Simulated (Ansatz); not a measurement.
The cell of AlH8 is invented: random cell by space group and Wyckoff sites (I4, No. 79). Lengths were set from tabulated atomic sizes, so they are only a guess.

Space group I4 (No. 79). a = 5.812 Å, b = 5.812 Å, c = 4.394 Å, α = 90.00°, β = 90.00°, γ = 90.00°
```
atom  site  symmetry       x       y       z
  Al    2a       4.. 0.0000  0.0000  0.4752
   H    8c         1  0.1608  0.2863  0.3302
   H    8c         1  0.3214  0.3603  0.3297
```

Level of theory: Ansatz 0.2.0, DFT PBE, scalar-relativistic, plane waves, PAW. Cutoff 420 eV, Gaussian smearing, Γ-centred meshes. Cell and atoms relax first on a coarse mesh and then on a finer one. In between, the cell is made exact in the group found at 0.06 Å. In metals the finer mesh still leaves noise of several meV/atom or more. The steps can't lower the symmetry of their start. No spin polarisation.

A guess keeps its type if space group and coordination stay and the shape of the cell changes little (axis ratios within about 15 %, angles within 6°); the volume may change.

Question: Does it keep its structure type, or change into something else?

Answer: It doesn't keep its type. The symmetry stays I4 (No. 79). The volume per atom grows by 36.7 %, from 8.2 to 11.3 Å³. The shortest distance goes from 1.03 Å (H–H) to 0.76 Å (H–H). The ratio c/a of the conventional cell changes by a factor of 0.39. Counting neighbours within 15 % of an atom's shortest distance, the start has Al 8, H 1 and the end Al 6, H 1. In detail, at the end Al has 2 Al at 2.62 Å and 8 H at 3.00–3.10 Å; around H on its first site lies 1 H at 0.76 Å; H on its second site has 1 H at 0.76 Å, 1 H at 2.56 Å, 6 H at 2.60–2.69 Å, 3 H at 2.77–2.78 Å and 1 Al at 3.00 Å.

```cif
data_structure
_symmetry_space_group_name_H-M 'I4'
_symmetry_Int_Tables_number 79
_cell_length_a 8.7933
_cell_length_b 8.7933
_cell_length_c 2.6242
_cell_angle_alpha 90.000
_cell_angle_beta 90.000
_cell_angle_gamma 90.000
_cell_volume 202.91
loop_
_atom_site_label
_atom_site_type_symbol
_atom_site_symmetry_multiplicity
_atom_site_Wyckoff_symbol
_atom_site_fract_x
_atom_site_fract_y
_atom_site_fract_z
_atom_site_occupancy
Al1 Al 2 a 0.00000 0.00000 0.62637 1
H1 H 8 c 0.12742 0.31384 0.30249 1
H2 H 8 c 0.18796 0.37503 0.31960 1
```

Formation energies are uncorrected and refer to the elements' standard structures at the same level (H₂ as a molecule).

Question: At what energy does it end?

Answer: +0.22 eV/atom. The separate elements lie lower, so it is unstable against them.

The last run used a 14×14×14 mesh for its 9-atom cell and Gaussian smearing of 0.10 eV. No dispersion correction is applied, so the spacing and binding between layers, chains or molecules are poorly described. The cell is a metal run without spin; a magnetic state may lie lower. With hydrogen, zero-point motion can shift formation energies by some tens of meV/atom. A structure relaxed within its symmetry needn't be a true minimum.
